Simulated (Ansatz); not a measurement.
All numbers below come from Ansatz 0.2.0, DFT PBE, scalar-relativistic, plane waves, PAW. All cells share a 420 eV cutoff and Γ-centred k meshes spaced about 0.3 Å⁻¹ or finer (0.25 for metals, 2π included). No spin polarisation.

Temperature and zero-point effects are left out.

Two relaxed structures of Hf4F3:

1.

```yaml
crystal:
  lattice:
    - [4.99240, 0.00000, 0.00000]
    - [0.00000, 4.99240, 0.00000]
    - [0.00000, 0.00000, 4.99240]
  atoms:
    - { symbol: Hf, position: [0.29241, 0.70759, 0.29241] }
    - { symbol: Hf, position: [0.70759, 0.29241, 0.29241] }
    - { symbol: Hf, position: [0.29241, 0.29241, 0.70759] }
    - { symbol: Hf, position: [0.70759, 0.70759, 0.70759] }
    - { symbol: F, position: [0.00000, 0.00000, 0.50000] }
    - { symbol: F, position: [0.50000, 0.00000, 0.00000] }
    - { symbol: F, position: [0.00000, 0.50000, 0.00000] }
```

2.

```yaml
crystal:
  lattice:
    - [3.18040, 0.00000, 0.00000]
    - [-1.59020, 2.75431, 0.00000]
    - [0.00000, 0.00000, 14.09445]
  atoms:
    - { symbol: Hf, position: [0.66667, 0.33333, 0.87113] }
    - { symbol: Hf, position: [0.33333, 0.66667, 0.12887] }
    - { symbol: Hf, position: [0.66667, 0.33333, 0.29832] }
    - { symbol: Hf, position: [0.33333, 0.66667, 0.70168] }
    - { symbol: F, position: [0.00000, 0.00000, 0.00000] }
    - { symbol: F, position: [0.33333, 0.66667, 0.39728] }
    - { symbol: F, position: [0.66667, 0.33333, 0.60272] }
```

Question: Which would you expect to be lower, and how large is the difference?

Answer: Cell 2 is lower, by 152 meV/atom. Cell 1 has space group P-43m (No. 215), 17.8 Å³/atom and no gap on its mesh; cell 2 has space group P-3m1 (No. 164), 17.6 Å³/atom and no gap. In cell 1, Hf has 3 F at 2.31 Å and 3 Hf at 2.93 Å; around F lie 4 Hf at 2.31 Å. In cell 2, Hf on its first site is surrounded by 3 F at 2.58 Å and 9 Hf at 3.01–3.18 Å; Hf on its second site has 3 F at 2.31 Å and 9 Hf at 3.01–3.18 Å; F on a site of symmetry -3m has 6 Hf at 2.58 Å and 6 F at 3.18 Å; 1 more site not described. Both come from trial cells of a structure search, whose lowest cell (Cm, 18.6 Å³/atom) lies 84 meV/atom below the lower of the two.

Spin–orbit coupling, which can matter for Hf, is left out. In P-43m, P-3m1 an odd number of electrons in the primitive cell allows no gap without spin; a larger cell or a magnetic state could open one. A magnetic state wasn't ruled out in cells without spin, among them P-43m, P-3m1. With atoms moved at random, cell 2 (by 84 meV/atom) fell into a lower structure. Cell 1 had no clear such test and can be a saddle point. Some types were kept out of the candidates beforehand, so the set may lack a known form.
